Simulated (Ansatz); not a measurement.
Space group P6_3/mmc (No. 194). a = 2.905 Å, b = 2.905 Å, c = 9.467 Å, α = 90.00°, β = 90.00°, γ = 120.00°
| atom | site | symmetry | x | y | z |
| --- | --- | --- | --- | --- | --- |
| Ag | 2c | -6m2 | 0.3333 | 0.6667 | 0.2500 |
| Ag | 2a | -3m. | 0.0000 | 0.0000 | 0.0000 |

Equation of state of this Ag structure (not necessarily the ground state), with shape and atoms relaxed at each volume where symmetry leaves them free. It has no gap at any of these volumes. These are results of DFT r2SCAN, scalar-relativistic, plane waves, PAW (Ansatz 0.2.0), not measurements.

Settings: cutoff 500 eV, Γ-centred mesh 18×18×4 on the computed 4-atom cell, Gaussian smearing of 0.10 eV; no spin polarisation.

```
V (Å³/atom) E − E(largest V) (meV/atom) P (GPa)
     15.743                        10.38    12.68
     16.262                       -22.05     7.56
     16.781                       -39.49     3.39
     17.300                       -44.71    -0.01
     17.819                       -40.00    -2.79
     18.338                       -27.18    -5.05
     19.030                         0.00    -7.43
```

Fit a third-order Birch–Murnaghan equation to E(V).

V0 = 17.30 Å³/atom, B0 = 102 GPa, B0' = 5.8.

This form isn't the element's structure at ambient conditions.

Cost: 7 runs of about 17 core-minutes in all, on AMD EPYC 7R43 (Zen 3) (shared hosts).